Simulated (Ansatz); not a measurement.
(110) slab cut from the bulk of Ta, 15 Å of vacuum:

```
Ta
1.0
     2.95259    0.00000    0.00000
     0.00000    4.17559    0.00000
     0.00000    0.00000   25.33406
Ta
8
Direct
  0.50000 0.50000 0.29604
  0.00000 0.00000 0.35432
  0.50000 0.50000 0.41259
  0.00000 0.00000 0.47086
  0.50000 0.50000 0.52914
  0.00000 0.00000 0.58741
  0.50000 0.50000 0.64568
  0.00000 0.00000 0.70396
```

The calculation used DFT PBEsol, scalar-relativistic, plane waves, PAW (Ansatz 0.2.0). Plane waves to 420 eV, a k mesh through Γ of 12×8×1 on the computed 8-atom cell and Gaussian smearing (0.10 eV); no spin polarisation. The cell repeats along c with a dipole correction in the vacuum.

This base run converges in 8 iterations with a largest force of 1.545 eV/Å and a work function of 3.85 eV on the top face.

One setting at a time is then changed, some of them on purpose to poor values; changes count from the base run, energies are extrapolated to zero smearing, γ keeps the base's bulk energy, atoms stay where they are, a change of functional drops any dispersion correction, and risky runs are capped at 50 to 100 iterations.

**Question.** What does each change do? cutoff 360 eV; no dipole correction, vacuum of 15 Å; vacuum of 3 Å; the slab thickened to 9 atoms (same faces, atoms at the bulk's places); isolated along c; k mesh 1×1×1; functional LDA; occupations methfessel-paxton 0.2 eV; cutoff 200 eV.

**Answer.**
| change | outcome | SCF iterations | ΔE (meV/atom) | Δγ (J/m²) | Δφ top (eV) | largest force (eV/Å) | largest change of a force (eV/Å) |
| --- | --- | --- | --- | --- | --- | --- | --- |
| cutoff 360 eV | converged with warnings | 8 | +3.0 |  | 0.00 | 1.545 | 0.001 |
| no dipole correction, vacuum of 15 Å | converged | 8 | 0.0 | 0.000 |  | 1.545 | 0.000 |
| vacuum of 3 Å | converged with warnings | 13 | -209.2 | -1.088 |  | 1.330 | 1.735 |
| the slab thickened to 9 atoms (same faces, atoms at the bulk's places) | converged | 8 | -58.6 | +0.024 | 0.00 | 1.512 |  |
| isolated along c | converged with warnings | 9 | 0.0 | 0.000 | 0.00 | 1.545 | 0.000 |
| k mesh 1×1×1 | converged | 15 | -971.6 | -5.050 |  | 3.944 | 5.416 |
| functional LDA | converged | 8 |  |  | +0.20 | 1.785 | 0.313 |
| occupations methfessel-paxton 0.2 eV | converged | 8 | +0.3 | +0.002 | 0.00 | 1.558 | 0.013 |
| cutoff 200 eV | converged with warnings | 9 | +1303.9 |  | +0.05 | 1.634 | 0.248 |

Spin-orbit coupling is left out, which matters for the bands of heavy elements. In some of the runs (vacuum 3, cutoff 200) charge leaks into the vacuum, so their work functions can be off.

The reference crystal is the fcc form of Ta, which isn't its usual structure.

Cost: 10 runs of about 8.2 core-minutes in all, on Arm Neoverse V2 (shared hosts).